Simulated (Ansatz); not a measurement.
input.yaml

```yaml
crystal:
  lattice:
    - [1.6803268679, 0.9701371695, 8.713405462]
    - [-1.6803268679, 0.9701371695, 8.713405462]
    - [0.0, -1.940274339, 8.713405462]
  atoms:
    - { symbol: Zn, position: [0.218382, 0.218382, 0.218382] }
    - { symbol: In, position: [0.002768, 0.002768, 0.002768] }
    - { symbol: Ga, position: [0.787034, 0.787034, 0.787034] }
    - { symbol: O, position: [0.295143, 0.295143, 0.295143] }
    - { symbol: O, position: [0.711358, 0.711358, 0.711358] }
    - { symbol: O, position: [0.121717, 0.121717, 0.121717] }
    - { symbol: O, position: [0.863599, 0.863599, 0.863599] }
basis:
  ecutwfc: 420
kpoints:
  mp_grid: { grid: [12, 12, 12] }
hamiltonian:
  xc: pbesol
scf:
  occupations: { method: gaussian, width: 0.02 }
output:
  forces: true
  stress: true
  eigenvalues: true
  populations: true
  write_density: true
  write_potential: true
  elf: true
  volumetric_format: npy
```

Command:
```bash
ansatz run input.yaml --threads 2 --pin off --max-ram 5120MiB --backend cpu --events-out ev --progress --plain --runs-dir out
```

Theory: DFT PBEsol, scalar-relativistic, plane waves, PAW in Ansatz.

From the run's log, abridged:

```
Pseudopotentials: kind: paw
Pseudopotential: Zn, paw, valence charge 12, recommended cutoff 420 eV (normal)
Pseudopotential: In, paw, valence charge 13, recommended cutoff 420 eV (normal)
Pseudopotential: Ga, paw, valence charge 13, recommended cutoff 420 eV (normal)
Pseudopotential: O, paw, valence charge 6, recommended cutoff 420 eV (normal)
Functional definition: PBEsol
Crystal: 7 atoms, lattice volume = 85.225 Å³
Basis set: ecut = 420 eV, 1667 PW (Γ), FFT grids on a1−a2, a2, −a2+a3, exchange–correlation on 48×120×48 points (8 copies of the dense FFT grid, shifted against one another)
Bands: 38, of which v1, the nominal top of the filled ones, is band 31 counted from 1 (30 counted from 0)
Symmetry: 6 space group operations
Space group: R3m (ITA 160), of the structure as read, at distance tolerance 4.4e-5 Å
k-points: 189 of 1728 (time reversal used)
Initial density: superposition of atomic densities (neutral atoms: chi_scale 0, normalization atom), corrected by the library's trained network
Initial wavefunctions: pseudopotential atomic-orbital guess
Functional: x = pbesol(κ = 0.804, μ = 0.12345679), c = pbesol(β = 0.046)
SCF iter   1: F=—  HF=-14794.553973 eV  |F-HF|=—  |Δ(HF+E_count)|=         —  Δρ=1.65e-2  dr2=1.94e-1  ethr=1.77e-3  ⟨swp⟩=6.1  Hψ=27720  notcnv=0  defer=2
SCF iter   2: F=—  HF=-14794.501788 eV  |F-HF|=—  |Δ(HF+E_count)|=   5.22e-2  Δρ=2.77e-3  dr2=4.70e-3  ethr=3.13e-4  ⟨swp⟩=2.4  Hψ=12927  notcnv=0  defer=352
SCF iter   3: F=—  HF=-14794.501102 eV  |F-HF|=—  |Δ(HF+E_count)|=   6.86e-4  Δρ=1.26e-3  dr2=1.64e-3  ethr=7.59e-6  ⟨swp⟩=2.0  Hψ=11829  notcnv=0  defer=352
SCF iter   4: F=—  HF=-14794.501052 eV  |F-HF|=—  |Δ(HF+E_count)|=   5.05e-5  Δρ=8.59e-4  dr2=5.78e-4  ethr=2.65e-6  ⟨swp⟩=2.3  Hψ=12486  notcnv=0  defer=352
SCF iter   5: F=—  HF=-14794.500920 eV  |F-HF|=—  |Δ(HF+E_count)|=   1.31e-4  Δρ=1.75e-4  dr2=4.66e-5  ethr=9.32e-7  ⟨swp⟩=2.0  Hψ=12159  notcnv=0  defer=352
SCF iter   6: F=—  HF=-14794.500887 eV  |F-HF|=—  |Δ(HF+E_count)|=   3.35e-5  Δρ=7.44e-5  dr2=6.00e-6  ethr=7.52e-8  ⟨swp⟩=2.1  Hψ=11443  notcnv=0  defer=352
SCF iter   7: F=—  HF=-14794.500889 eV  |F-HF|=—  |Δ(HF+E_count)|=   2.46e-6  Δρ=4.95e-5  dr2=1.64e-6  ethr=9.67e-9  ⟨swp⟩=2.0  Hψ=12153  notcnv=0  defer=352
SCF iter   8: F=-14794.500889 eV  HF=-14794.500889 eV  |F-HF|=6.13e-8  |Δ(HF+E_count)|=   5.51e-8  Δρ=1.08e-5  dr2=8.16e-8  ethr=1.61e-10  ⟨swp⟩=11.6  Hψ=53510  notcnv=0
SCF 1 converged in 8 iterations: F = -14794.500889 eV  dr2 = 8.16e-8
SCF converged after 8 iterations
Free energy (F): -14794.500889 eV
Harris-Foulkes:  -14794.500889 eV  (|F-HF|=6.13e-8)
Internal energy: -14794.500889 eV  (E = F + TS)
E sigma→0 (E₀):  -14794.500889 eV
Fermi energy:    8.150077 eV
--- Per-component energies (eV) ---
  E_band       = -19.279277
  E_kinetic    = 1186.962614
  E_local      = -5935.422023  (includes V_loc(G=0)·N_el)
  E_nonlocal   = 1620.440379
  E_hartree    = 2485.568007
  E_xc         = -703.040949
  E_vxc        = -577.514254  (∫ρ·V_xc dr)
  E_paw        = -8453.167641  (= ΣΔE_a)
  E_vpaw       = -1284.895942  (= ΣTr[D̂ρ^β])
  E_aug_tail   = 0.009108  (compensation charges beyond the density's cutoff)
  E_ewald      = -4997.887771
  E_core_change = 2.037387  (= ΣΔE_core)
  E_smearing   =  0.000000  (= −TS)
--- Forces (eV/Å), atoms counted from 1 ---
  atom   1  Zn     0.00000000     0.00000000     0.00612030
  atom   2  In     0.00000000     0.00000000     0.05991676
  atom   3  Ga     0.00000000     0.00000000     0.03748612
  atom   4  O      0.00000000     0.00000000     0.05243862
  atom   5  O      0.00000000     0.00000000    -0.06981014
  atom   6  O      0.00000000     0.00000000    -0.04034613
  atom   7  O      0.00000000     0.00000000    -0.04576242
--- Stress (GPa, compression-positive) ---
       -6.604823       0.000000       0.000000
        0.000000      -6.604823       0.000000
        0.000000       0.000000      -6.736342
  P = ⅓ Tr σ = -6.6487 GPa (-66.487 kbar)
--- Band table (eV; the first three rows and the last of 189) ---
  k-point 0: bands = ["-10.7316", "-9.8408", "-9.2549", "-8.8490", "-5.7306", "-5.7306", "-5.3474", "-5.3474", "-5.0209", "-4.9724", "-4.9724", "-4.7307", "-4.6392", "-4.6392", "2.6621", "2.7140", "2.7140", "2.7443", "3.7050", "3.7050", "4.1171", "5.2421", "5.2421", "5.4496", "6.3485", "6.3485", "6.9086", "6.9086", "7.1426", "7.6613", "7.6613", "8.6381", "11.7984", "12.4572", "13.2680", "17.6166", "17.6166", "17.9753"]
  k-point 1: bands = ["-10.6893", "-9.8039", "-9.2387", "-8.8798", "-5.7189", "-5.7166", "-5.3539", "-5.3482", "-5.0579", "-4.9514", "-4.8932", "-4.7197", "-4.6416", "-4.6226", "2.6056", "2.6984", "2.7391", "2.7989", "3.6123", "3.7018", "3.9972", "5.1396", "5.1508", "5.4455", "6.1731", "6.2649", "6.7575", "6.9195", "7.0852", "7.4662", "7.6055", "9.1824", "11.9074", "12.6068", "13.5290", "17.2282", "17.7991", "17.8776"]
  k-point 2: bands = ["-10.5714", "-9.7032", "-9.1986", "-8.9552", "-5.6804", "-5.6777", "-5.3711", "-5.3505", "-5.0675", "-4.8978", "-4.8135", "-4.7120", "-4.6428", "-4.5125", "2.3963", "2.6673", "2.8083", "2.9198", "3.3505", "3.6949", "3.8120", "4.8363", "4.9162", "5.2604", "5.9148", "6.0460", "6.4617", "6.9268", "6.9325", "7.3087", "7.4571", "10.1775", "12.1896", "12.9696", "14.1770", "16.5468", "17.3509", "18.3018"]
  k-point 188: bands = ["-10.7113", "-9.9097", "-9.2161", "-8.8296", "-5.7306", "-5.7306", "-5.3474", "-5.3474", "-5.0695", "-4.9724", "-4.9724", "-4.6927", "-4.6392", "-4.6392", "2.3725", "2.7140", "2.7140", "3.1343", "3.7071", "3.7071", "4.0304", "5.2246", "5.2246", "5.8990", "6.1914", "6.3913", "6.3913", "6.8824", "6.8824", "7.6591", "7.6591", "10.0501", "10.4056", "12.7134", "13.5497", "17.6265", "17.6265", "17.7248"]
--- Löwdin populations: 7 sites ---
  site symbol q [e]
     0     Zn     10.5378
     1     In     11.8988
     2     Ga     12.0772
     3      O      6.8237
     4      O      6.6844
     5      O      6.6576
     6      O      7.0252
  spilling = 0.004764 (of n_electrons = 62.000000)
```

Self-consistency was reached.

The run took 54 s on 2 threads of Arm Neoverse V1, with other jobs on the host, peak memory 0.69 GiB.